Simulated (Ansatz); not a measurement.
The relaxed structure here is a generated cell of W: the first start was made by placing the elements on the sites of a structure type, and the end was not matched to a known phase here, so it may be hypothetical. Known forms of W include space group No. 229.

A relaxed cell of W (P6₃/mmc (No. 194)), relaxed on a k-mesh at least as fine as the one used below. All values below come from r2SCAN (plane waves to 500 eV, PAW, scalar-relativistic; Ansatz, a program for electronic structure). Γ-centred k-mesh 13×13×2 on the run's cell (coarser than for final values), Fermi–Dirac smearing 0.05 eV.

```
W
1.0
    2.76523     0.00000     0.00000
   -1.38261     2.39476     0.00000
    0.00000     0.00000    19.65761
W
8
Direct
  0.00000   0.00000   0.00000
  0.00000   0.00000   0.50000
  0.00000   0.00000   0.25000
  0.00000   0.00000   0.75000
  0.33333   0.66667   0.12500
  0.33333   0.66667   0.62500
  0.66667   0.33333   0.37500
  0.66667   0.33333   0.87500
```

The atoms are displaced by (Å):

```csv
atom,ux,uy,uz
W1,0.041,-0.051,0.029
W2,-0.086,-0.099,-0.062
W3,-0.008,-0.044,-0.089
W4,0.064,-0.032,-0.009
W5,-0.101,-0.008,-0.140
W6,-0.015,0.030,-0.083
W7,0.102,0.061,-0.109
W8,-0.008,0.054,-0.027
```

Problem. What forces (eV/Å) and pressure result?

Solution. 
| atom | Fx | Fy | Fz |
|---|---|---|---|
| W1 | 0.11 | 0.06 | -2.08 |
| W2 | -0.07 | 0.00 | -0.57 |
| W3 | -0.11 | 0.06 | -0.48 |
| W4 | 0.03 | 0.04 | -0.66 |
| W5 | -0.18 | -0.11 | 1.97 |
| W6 | -0.01 | -0.03 | 0.69 |
| W7 | 0.20 | 0.02 | 0.50 |
| W8 | 0.02 | -0.03 | 0.62 |

Pressure +0.9 GPa.

The undisplaced cell is probably no minimum: from this displacement the run went on to Im-3m (No. 229), 0.55 eV/atom below it.

No spin polarisation in the result.
